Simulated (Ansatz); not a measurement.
# ⁵⁷Fe Mössbauer parameters in MgO with Fe replacing Mg

Cell: a supercell of MgO (rock salt type, Fm-3m) built from a refined structure from the COD, with the ions relaxed around the defect (PBE).

Space group Fm-3m (No. 225); a = 12.6510 Å.

```csv
site,Wyckoff,site symmetry,x,y,z
Fe,4a,m-3m,0.0000,0.0000,0.0000
Mg2,48h,m.m2,0.1679,0.1679,0.0000
Mg5,32f,.3m,0.3332,0.1668,0.1668
Mg15,24e,4m.m,0.5000,0.5000,0.3347
O28,32f,.3m,0.1662,0.1662,0.1662
O30,24e,4m.m,0.5000,0.5000,0.1636
O32,48i,m.m2,0.5000,0.3335,0.3335
O41,4b,m-3m,0.5000,0.5000,0.5000
```

One atom of each set is listed; the run and its k-mesh use a cell of 54 atoms with edges of 8.95, 8.95, 8.95 Å.

Method: Kohn–Sham DFT in Ansatz, PBE, plane waves and PAW, scalar-relativistic, collinear spin, 420 eV cutoff, Γ-centred 3×3×3 k-points, Fermi–Dirac smearing 0.01 eV, cell charge +1. Start moments as typed (μB): 5 on each Fe, none on the rest. The program fits them to the shells of the files, so those used differ somewhat.

Isomer shifts (against α-Fe) follow from the electron density at the nucleus, δ = α(ρ − ρ₀), with α = -0.366 mm s⁻¹ a₀³ and ρ₀ = 14904.00 a₀⁻³ from a line fitted to 10 measured compounds at this level of theory (rms miss 0.11 mm/s). ΔE_Q = ½eQV_zz(1 + η²/3)^½ with Q = 0.160 b for the 14.4 keV state. B_c is the Fermi-contact field along the atom's own moment; orbital and dipolar fields are not included.

Q: Give the isomer shift and quadrupole splitting and contact field of each Fe site.

A: 

```
site  atoms    first shell  ρ − ρ₀ (a₀⁻³)  δ (mm/s)  ΔE_Q (mm/s)  η  |m| (μB)  B_c (T)
  Fe      1  6 O at 2.07 Å          -1.51      0.55         0.00  –      3.81    -31.9
```



The defect repeats with the cell of 54 atoms, so it feels its images: sites between two images don't show the values beside a lone defect, and zeros or small values of η there can come from the images' arrangement. The centre was started off its lattice site, so that it could distort. A uniform background compensates the cell's charge. The cell keeps the host's lattice, where the PBE pressure is 6 GPa (in a charged cell this depends on the convention for the mean potential). Semilocal functionals underestimate the core's spin polarisation, so contact fields of ionic iron come out too small in magnitude.
